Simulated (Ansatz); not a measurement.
TiW in space group Cmmm (No. 65; Ti on 2a, W on 2c), the program Ansatz at the r²SCAN level (PAW), all energies at zero smearing, with the estimated change up to a 700 eV cutoff added, with one set of potentials and settings (totals compare only within such a set). Cell of 2 atoms (1 Ti, 1 W): -12901.662 eV.

```csv
element,reference phase,E (eV/atom)
Ti,"P6/mmm, 3 atoms in the cell",-2504.3896
W,"Im-3m, 1 atoms in the cell",-10397.2967
```

Formation energy per atom, worked out: (-12901.662 − 1×(-2504.3896) − 1×(-10397.2967))/2 = 0.012 eV/atom (1 kJ per mol of atoms), at 0 K, without zero-point energy or fitted corrections.

The workflow started from a Materials Project entry (that database holds measured and hypothetical structures alike); the Crystallography Open Database copy checked does not list it. With Ti and W taken as one species the cell has the higher symmetry Im-3m, so it may be an ordered model of a mixed-site phase. Its standing as an ambient phase is unchecked. Symmetry was held in the r²SCAN relaxation; whether a distortion lowers the energy is not shown. No spin polarisation was allowed. The references are the lowest solids computed at this level, not always the standard phases. Spin–orbit coupling is left out wherever it is not named.

Potentials: the later of the program's two PAW sets.
